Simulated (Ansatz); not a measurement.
The cell below belongs to a search over invented structures; it isn't taken from experiment.

Input and command of a plane-wave DFT calculation in Ansatz:

```yaml
crystal:
  lattice:
    - [10.1535034299, 0.0, 0.0]
    - [-5.076751715, 8.7931919077, 0.0]
    - [0.0, 0.0, 2.8561523071]
  atoms:
    - { symbol: Re, position: [0.3333333333, 0.6666666667, 0.75] }
    - { symbol: Re, position: [0.6666666667, 0.3333333333, 0.25] }
    - { symbol: S, position: [0.227704646, 0.4554092921, 0.25] }
    - { symbol: S, position: [0.227704646, 0.772295354, 0.25] }
    - { symbol: S, position: [0.5445907079, 0.772295354, 0.25] }
    - { symbol: S, position: [0.772295354, 0.5445907079, 0.75] }
    - { symbol: S, position: [0.772295354, 0.227704646, 0.75] }
    - { symbol: S, position: [0.4554092921, 0.227704646, 0.75] }
basis:
  ecutwfc: 420
kpoints:
  mp_grid: { grid: [6, 6, 14] }
hamiltonian:
  xc: pbe
scf:
  occupations: { method: gaussian, width: 0.1 }
output:
  forces: true
  stress: true
  eigenvalues: true
  write_density: true
  write_potential: true
  elf: true
  volumetric_format: npy
relax:
  adjacent_minimum: "off"
  f_tol: 0.01
  max_steps: 80
  cell: { stress_tol: 0.05 }
```

```bash
ansatz run input.yaml --threads 1 --pin off --max-ram 2560MiB --backend cpu --events-out ev --progress --plain --runs-dir out
```

Processor: Arm Neoverse V1, 1 thread, on a host shared with other jobs.

Q: How long does it run, and how much memory does it take?

A: About 7.3 min, peak memory 0.74 GiB. It solves 41 bands at 56 k points (after reduction by symmetry) with about 4641 plane waves (on the last cell), in 55 SCF iterations over 9 ionic steps.
